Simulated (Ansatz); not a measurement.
Consider the following.

Relaxed Si (diamond):

```
CELL_PARAMETERS angstrom
      0.00000     2.73515     2.73515
      2.73515     0.00000     2.73515
      2.73515     2.73515     0.00000
ATOMIC_POSITIONS crystal
  Si 0.50000 0.50000 0.50000
  Si 0.75000 0.75000 0.75000
```

Scan: atom 2 (Si, nearest neighbour Si at 2.369 Å; its periodic images, 3.9 Å or more away, move with it) is displaced along Cartesian [110], direction (0.707, 0.707, 0.000) in Cartesian axes, by s. The other atoms stay.

Computed with PBE (plane waves to 420 eV, PAW, scalar-relativistic; Ansatz, a first-principles code). k mesh 8×8×8 (Γ-centred), Fermi-Dirac smearing 0.05 eV. Energies are smeared free energies. As the smearing reaches across the gap at some points, energies and forces of such displacements shift with the k mesh and the smearing. Si was relaxed with its symmetry unable to fall. ΔE is measured from the undisplaced structure.

The scan covers s from -0.240 to 0.240 Å in 11 points.

Q: Is this a single well or a double well?

A: A single well with its minimum at or next to zero displacement.

Q: Is the energy the same for equal positive and negative displacements?

A: Even: the same for both signs. With its periodic images moving along, the atom's site symmetry in this cell is -43m.

Q: What is the force constant k = d²E/ds² of this move at s = 0?

A: 13.1 eV/Å².

(A displaced cell: forces are minus the slopes of the energy, force constants its curvatures, and phonons follow from these.)
